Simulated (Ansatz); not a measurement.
Relaxation of a relaxed Se cell displaced along its unstable phonon at q = Γ (289i cm⁻¹), largest move 0.15 Å; 4 atoms in the cell, which starts as Amm2 (No. 38), oS8; a = 5.518 Å, b = 4.527 Å, c = 7.840 Å, α = 90.00°, β = 90.00°, γ = 90.00°. Computed with PBEsol (plane waves to 420 eV, PAW, scalar-relativistic; Ansatz, a program for electronic structure). Γ-centred k-mesh 8×8×6 on the run's cell (coarser than for final values), Fermi–Dirac smearing 0.05 eV. This is the first round of the run. 

The optimiser's lines from the output (shortened; P is positive under compression):

```
relax step   1: F+E_penalty+E_count = -21695.53956590 eV  Δ(F+E_penalty+E_count) = +0.000e0 eV  max|allowed force component| = 2.846e-1 eV/Å  Δτ_max = 0.0000 Å  P = +1.651 GPa  Ω = 97.908 Å³  (8 SCF iters, dr2 threshold 1.00e-7 eV, accepted)
relax step   2: F+E_penalty+E_count = -21695.58450155 eV  Δ(F+E_penalty+E_count) = -4.494e-2 eV  max|allowed force component| = 1.994e-1 eV/Å  Δτ_max = 0.1280 Å  P = -1.032 GPa  Ω = 104.165 Å³  (6 SCF iters, dr2 threshold 4.00e-7 eV, accepted)
relax step   3: F+E_penalty+E_count = -21695.59982947 eV  Δ(F+E_penalty+E_count) = -1.533e-2 eV  max|allowed force component| = 9.326e-2 eV/Å  Δτ_max = 0.0584 Å  P = -0.492 GPa  Ω = 102.697 Å³  (5 SCF iters, dr2 threshold 4.00e-7 eV, accepted)
relax step   4: F+E_penalty+E_count = -21695.60738650 eV  Δ(F+E_penalty+E_count) = -7.557e-3 eV  max|allowed force component| = 9.376e-2 eV/Å  Δτ_max = 0.0599 Å  P = +0.121 GPa  Ω = 102.138 Å³  (5 SCF iters, dr2 threshold 4.00e-7 eV, accepted)
relax step   5: F+E_penalty+E_count = -21695.61165640 eV  Δ(F+E_penalty+E_count) = -4.270e-3 eV  max|allowed force component| = 5.515e-2 eV/Å  Δτ_max = 0.0492 Å  P = +0.134 GPa  Ω = 102.177 Å³  (5 SCF iters, dr2 threshold 4.00e-7 eV, accepted)
relax step   6: F+E_penalty+E_count = -21695.61457914 eV  Δ(F+E_penalty+E_count) = -2.923e-3 eV  max|allowed force component| = 9.192e-2 eV/Å  Δτ_max = 0.0280 Å  P = +0.193 GPa  Ω = 102.201 Å³  (6 SCF iters, dr2 threshold 2.16e-7 eV, accepted)
relax step   7: F+E_penalty+E_count = -21695.62381135 eV  Δ(F+E_penalty+E_count) = -9.232e-3 eV  max|allowed force component| = 1.059e-1 eV/Å  Δτ_max = 0.0426 Å  P = +0.289 GPa  Ω = 102.190 Å³  (5 SCF iters, dr2 threshold 4.00e-7 eV, accepted)
relax step   8: F+E_penalty+E_count = -21695.63210801 eV  Δ(F+E_penalty+E_count) = -8.297e-3 eV  max|allowed force component| = 1.462e-1 eV/Å  Δτ_max = 0.0388 Å  P = +0.267 GPa  Ω = 102.206 Å³  (5 SCF iters, dr2 threshold 4.00e-7 eV, accepted)
relax step   9: F+E_penalty+E_count = -21695.63272552 eV  Δ(F+E_penalty+E_count) = -6.175e-4 eV  max|allowed force component| = 3.359e-1 eV/Å  Δτ_max = 0.0442 Å  P = -0.290 GPa  Ω = 102.395 Å³  (6 SCF iters, dr2 threshold 4.00e-7 eV, accepted)
relax step  10: F+E_penalty+E_count = -21695.63693535 eV  Δ(F+E_penalty+E_count) = -4.210e-3 eV  max|allowed force component| = 7.272e-2 eV/Å  Δτ_max = 0.0401 Å  P = +0.608 GPa  Ω = 101.260 Å³  (6 SCF iters, dr2 threshold 4.00e-7 eV, accepted)
relax step  11: F+E_penalty+E_count = -21695.64180260 eV  Δ(F+E_penalty+E_count) = -4.867e-3 eV  max|allowed force component| = 3.196e-2 eV/Å  Δτ_max = 0.0294 Å  P = -0.004 GPa  Ω = 102.643 Å³  (5 SCF iters, dr2 threshold 4.00e-7 eV, accepted)
relax step  12: F+E_penalty+E_count = -21695.64196224 eV  Δ(F+E_penalty+E_count) = -1.596e-4 eV  max|allowed force component| = 5.969e-3 eV/Å  Δτ_max = 0.0079 Å  P = -0.007 GPa  Ω = 102.542 Å³  (5 SCF iters, dr2 threshold 6.39e-8 eV, accepted)
relax step  13: F+E_penalty+E_count = -21695.64196594 eV  Δ(F+E_penalty+E_count) = -3.697e-6 eV  max|allowed force component| = 7.524e-3 eV/Å  Δτ_max = 0.0005 Å  P = -0.021 GPa  Ω = 102.592 Å³  (4 SCF iters, dr2 threshold 3.22e-9 eV, accepted)
relax step  14: F+E_penalty+E_count = -21695.64198445 eV  Δ(F+E_penalty+E_count) = -1.851e-5 eV  max|allowed force component| = 2.891e-3 eV/Å  Δτ_max = 0.0019 Å  P = -0.006 GPa  Ω = 102.588 Å³  (5 SCF iters, dr2 threshold 4.51e-9 eV, accepted)
relax step  15: F+E_penalty+E_count = -21695.64198680 eV  Δ(F+E_penalty+E_count) = -2.357e-6 eV  max|allowed force component| = 9.164e-5 eV/Å  Δτ_max = 0.0016 Å  P = -0.000 GPa  Ω = 102.607 Å³  (7 SCF iters, accepted)
relax step  16: F+E_penalty+E_count = -21695.64503617 eV  Δ(F+E_penalty+E_count) = -3.049e-3 eV  max|allowed force component| = 7.769e-4 eV/Å  Δτ_max = 0.0000 Å  P = +0.050 GPa  Ω = 102.607 Å³  stress off target by 1.42e-1 GPa  SCF on the basis re-selected at this cell (its energy is not comparable with the rows above)  (9 SCF iters)
relax step  17: F+E_penalty+E_count = -21695.64520766 eV  Δ(F+E_penalty+E_count) = -1.715e-4 eV  max|allowed force component| = 7.932e-3 eV/Å  Δτ_max = 0.0100 Å  P = +0.026 GPa  Ω = 102.798 Å³  (5 SCF iters, dr2 threshold 5.02e-8 eV, accepted)
relax step  18: F+E_penalty+E_count = -21695.64519243 eV  Δ(F+E_penalty+E_count) = +1.523e-5 eV  max|allowed force component| = 1.160e-2 eV/Å  Δτ_max = 0.0013 Å  P = -0.039 GPa  Ω = 102.886 Å³  (5 SCF iters, dr2 threshold 5.85e-9 eV, rejected (line search))
relax step  19: F+E_penalty+E_count = -21695.64521615 eV  Δ(F+E_penalty+E_count) = -8.485e-6 eV  max|allowed force component| = 3.725e-3 eV/Å  Δτ_max = 0.0018 Å  P = +0.009 GPa  Ω = 102.823 Å³  (7 SCF iters, accepted)
relax step  20: F+E_penalty+E_count = -21695.64524013 eV  Δ(F+E_penalty+E_count) = -2.398e-5 eV  max|allowed force component| = 3.717e-3 eV/Å  Δτ_max = 0.0000 Å  P = +0.009 GPa  Ω = 102.823 Å³  stress off target by 1.23e-2 GPa  SCF on the basis re-selected at this cell (its energy is not comparable with the rows above)  (6 SCF iters)
```

From the first to the last row the energy changes by -0.03 eV/atom and the volume by +5.0 %. The last row is marked as not comparable with the walk above it, whose basis was carried along; it does compare with step 1, since both stand on a basis selected at the nominal cutoff for their own cell.

Step 18 was rejected by the optimiser.

Later rounds, restarted from the end of this one on a renewed k-mesh, logged 16 more steps and released under 0.01 eV/atom more. The final structure after all rounds: Amm2 (No. 38), oS8; a = 5.5899 Å, b = 4.1179 Å, c = 8.8944 Å, α = β = γ = 90.00°. Between re-selections the logged energies stand on a plane-wave basis carried along with the cell. No spin polarisation in the result.

The run could not lose the symmetry of its start, so the end can be a saddle point.

The relaxed structure here is a generated cell of Se: the first start was made by placing the elements on the sites of a structure type, and the end was not matched to a known phase here, so it may be hypothetical. Known forms of Se include space group No. 152.
